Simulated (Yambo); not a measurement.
```
CELL_PARAMETERS angstrom
      5.63790     0.00000     0.00000
     -2.81895     4.88256     0.00000
      0.00000     0.00000     7.31833
ATOMIC_POSITIONS crystal
  O  0.15707 0.84293 0.84568
  O  0.84293 0.15707 0.15432
  O  0.15707 0.31414 0.84568
  O  0.84293 0.68586 0.15432
  O  0.68586 0.84293 0.84568
  O  0.31414 0.15707 0.15432
  O  0.66667 0.33333 0.46894
  O  0.33333 0.66667 0.53106
  Al 0.00000 0.00000 0.00000
  K  0.00000 0.00000 0.50000
  Mo 0.66667 0.33333 0.22970
  Mo 0.33333 0.66667 0.77030
```

The geometry is that of Materials Project entry mp-19352, symmetrised and not relaxed again.

Where are the main features of Im ε from RPA with local fields on PBEsol bands (Yambo; 3×3×2 mesh, 162 bands, 3 Ry local-field block, 0.2 eV broadening; field along z)?

Peaks at 7.9 eV (2.3), 9.9 eV (3.8), 11.2 eV (2.9), 12.5 eV (1.8), 13.1 eV (1.8), heights in brackets. Structure narrower than a few tenths of an eV can come from the finite k mesh. Convergence of the RPA response with its 3×3×2 mesh was not tested. No excitonic effects at this level. 

Spin-orbit coupling is not included.

The structure is a Materials Project entry; no match was found in the copy of COD used, and its stability was not checked.
